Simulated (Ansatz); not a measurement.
MgInGaO$_{4}$:
```
MgInGaO4
1.0
    1.66872     0.96343     8.42821
   -1.66872     0.96343     8.42821
    0.00000    -1.92687     8.42821
In Ga Mg O
1 1 1 4
Direct
  0.99799   0.99799   0.99799
  0.21233   0.21233   0.21233
  0.78439   0.78439   0.78439
  0.13515   0.13515   0.13515
  0.87616   0.87616   0.87616
  0.28841   0.28841   0.28841
  0.70557   0.70557   0.70557
```

r²SCAN (plane waves, PAW; program Ansatz) gives a gap of 2.76 eV without spin–orbit coupling, maximum off the standard path, at k = (-0.130, -0.016, 0.109), minimum at Γ.

What happens when spin–orbit coupling is switched on?

The gap hardly moves, to 2.76 eV; maximum off the standard path, at k = (-0.130, -0.016, 0.109), minimum at Γ.

Space group R3m. A made-up cell: these elements were put on the sites of a structure type; neither database checked (COD, Materials Project) lists it. Its standing as an ambient phase is unchecked. Symmetry was held in the r²SCAN relaxation; its stability against distortions is not shown here.

Potentials: the earlier of the program's two PAW sets.
